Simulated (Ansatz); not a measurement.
The start is a generated cell, SnO2 built in the baddeleyite structure type. Cell shape, volume and atoms are optimised at zero target pressure with r2SCAN (plane waves to 500 eV, PAW, scalar-relativistic; Ansatz, a quantum-chemistry and plane-wave program). First-step values are on the input's coarse k-mesh.

Ansatz input (later rounds restart from its end on a renewed k-mesh):
Ansatz 0.2 input:
```yaml
crystal:
  lattice:
    - [5.164287, 0, 0]
    - [0, 5.225551, 0]
    - [-0.855167, 0, 5.262503]
  atoms:
    - { symbol: Sn, position: [0.2754, 0.0395, 0.2083] }
    - { symbol: Sn, position: [0.7246, 0.5395, 0.2917] }
    - { symbol: Sn, position: [0.7246, 0.9605, 0.7917] }
    - { symbol: Sn, position: [0.2754, 0.4605, 0.7083] }
    - { symbol: O, position: [0.07, 0.3317, 0.3447] }
    - { symbol: O, position: [0.93, 0.8317, 0.1553] }
    - { symbol: O, position: [0.93, 0.6683, 0.6553] }
    - { symbol: O, position: [0.07, 0.1683, 0.8447] }
    - { symbol: O, position: [0.4496, 0.7569, 0.4792] }
    - { symbol: O, position: [0.5504, 0.2569, 0.0208] }
    - { symbol: O, position: [0.5504, 0.2431, 0.5208] }
    - { symbol: O, position: [0.4496, 0.7431, 0.9792] }
basis: { ecutwfc: 500, ecutrho_ratio: 4, xc_grid: 4, fft_grid_basis: typed }
kpoints: { mp_grid: { grid: [4, 4, 4] } }
hamiltonian:
  xc: r2scan
  dispersion: none
  pseudopotentials: { kind: paw }
scf: { occupations: { method: fermi_dirac, width: 0.05 } }
relax: { f_tol: 0.01, max_steps: 100, cell: { stress_tol: 0.02 } }
output: { forces: true, stress: true }
```

### Question
How large is the pressure on the unrelaxed cell, and of which sign?

### Answer
-7.7 GPa (negative: the cell is under tension).

### Question
What symmetry does the relaxed structure have?

### Answer
The space group goes from P2₁/c (No. 14) to Pbcn (No. 60), with 12 atoms in the primitive cell.

### Question
How do the shortest distances between atoms change?

### Answer
The closest pairs of elements (up to four, under 3.6 Å), start → end: O–Sn 2.06 → 2.04 Å; O–O 2.55 → 2.63 Å; Sn–Sn 3.34 → 3.23 Å.

### Question
What band gap does the relaxed structure have at this level?

### Answer
2.08 eV, direct within 0.03 eV (at Γ) (no spin-orbit coupling).

### Question
Write out the relaxed structure.

### Answer

Space group Pbcn (No. 60); a = 4.732 Å, b = 5.744 Å, c = 5.238 Å, α = β = γ = 90.00°

```json
[
 {"atom": "Sn", "site": "4c", "symmetry": ".2.", "x": "0.0000", "y": "0.3349", "z": "0.2500"},
 {"atom": "O", "site": "8d", "symmetry": "1", "x": "0.2702", "y": "0.1076", "z": "0.4211"}
]
```

Final values are on a 6×5×5 k-mesh of the relaxed cell. No spin polarisation in the result.

The run could not lose the symmetry of its start; a randomly shaken copy of 12 atoms returns to this structure.

The first start was generated by placing the elements on the sites of a structure type. Materials Project lists a structure of SnO2 in the same space group, Pbcn (No. 60); the sites were not compared with it, nor with measured phases. Known forms of SnO2 include space group No. 136.
